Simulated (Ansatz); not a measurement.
Na (bcc (W type), Im-3m) under volume change, LDA (plane waves, PAW; program Ansatz), scaled uniformly.

```tsv
V (Å³/atom)	E − E(relaxed) (meV/atom)	P (GPa)
30.295	…	…
31.294	3.8	0.63
32.293	0.9	0.29
33.292	0.0	0.00
34.290	…	…
35.289	3.1	-0.48
36.288	6.7	-0.67
```

Problem. What belongs in the gaps?

Solution. 
- 30.295, E − E(relaxed) (meV/atom): 8.9
- 30.295, P (GPa): 1.03
- 34.290, E − E(relaxed) (meV/atom): 0.8
- 34.290, P (GPa): -0.26

Problem. What does a third-order Birch–Murnaghan fit give for V₀, B₀ and B′?

Solution. V₀ = 33.29 Å³/atom, B₀ = 9.1 GPa, B′ = 3.7.

Symmetry was held in the LDA relaxation; phonons on a q-mesh show no instability.

Potentials: the earlier of the program's two PAW sets.
